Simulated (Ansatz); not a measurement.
Relaxed candidate structures of BeSe:

A. Fm-3m (No. 225), cF8, rock salt type; a = 4.8703 Å, b = 4.8703 Å, c = 4.8703 Å, α = 90.00°, β = 90.00°, γ = 90.00°; Se 4a (0.000, 0.000, 0.000); Be 4b (0.500, 0.500, 0.500)

B. F-43m (No. 216), cF8, zinc blende type; a = 5.129 Å, b = 5.129 Å, c = 5.129 Å, α = 90.00°, β = 90.00°, γ = 90.00°; Se 4c (0.250, 0.250, 0.250); Be 4a (0.000, 0.000, 0.000)

Q: Rank these by energy per atom (lowest first), as PBEsol (plane waves to 420 eV, PAW, scalar-relativistic; Ansatz, a quantum-chemistry and plane-wave program) gives it.

A: B (reference, the lowest among the structures calculated here), A (+0.48 eV/atom)

Each run could gain symmetry but not lose that of its start, so entries can be saddle points. From databases, or of a type measured for this composition: F-43m, cF8, zinc blende type; the others are generated cells (placed on structure types, drawn at random, substituted or restacked) that were not matched to a known phase here. Energies are at zero temperature and pressure, without zero-point motion. No spin polarisation in the result.
